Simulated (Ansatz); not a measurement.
The elements of this relaxed trial crystal are hidden behind letters.

```
lattice vectors (Å)
   2.9358    0.0000    0.0000
   0.0000    3.9984    0.0000
   0.0000    0.0000    9.1917
fractional positions
X 0.5000 0.0000 0.7806
X 0.5000 0.0000 0.2194
X 0.5000 0.0000 0.5000
Z 0.5000 0.5000 0.0000
```

The calculation used Ansatz 0.2.0, DFT PBE, scalar-relativistic, plane waves, PAW. Cutoff 420 eV, Γ-centred 16×12×6 mesh (4-atom cell), Gaussian smearing of 0.10 eV, no spin polarisation.

- Space group: Pmmm (No. 47)
- Conventional cell: a = 2.936 Å, b = 3.998 Å, c = 9.192 Å
- Volume per atom: 26.97 Å³
- Density: 5.09 g/cm³
- Formation energy: +0.22 eV/atom
- Gap on the 16×12×6 mesh of the 4-atom cell: 0 eV (a metal)

Energies are uncorrected and count from the elements' standard states at the same level.

Q: X is a p-block element of period 4 and Z is a p-block element of period 5. Which elements are they?

A: X = Ga, Z = Sb, so the formula is Ga3Sb. Density times volume gives a mean mass of 5.09 × 26.97/1.6605 = 82.7 u per atom, and this set has 82.7 u. Among the elements that the hints allow, noble gases aside, only these give it. Ga on a site of symmetry mm2 is surrounded by 1 Ga at 2.58 Å, 2 Sb at 2.84 Å and 2 Ga at 2.94 Å; Ga on a site of symmetry mmm has 2 Ga at 2.58 Å and 2 Ga at 2.94 Å; Sb is surrounded by 4 Ga at 2.84 Å and 2 Sb at 2.94 Å.

These runs have no spin–orbit coupling, which can matter for Sb. Symmetry constrained the relaxation, so the result can be a saddle point. Another cell of Ga3Sb relaxed alike, in P-3m1, lies 168 meV/atom lower, so this cell isn't the stable form at this level.
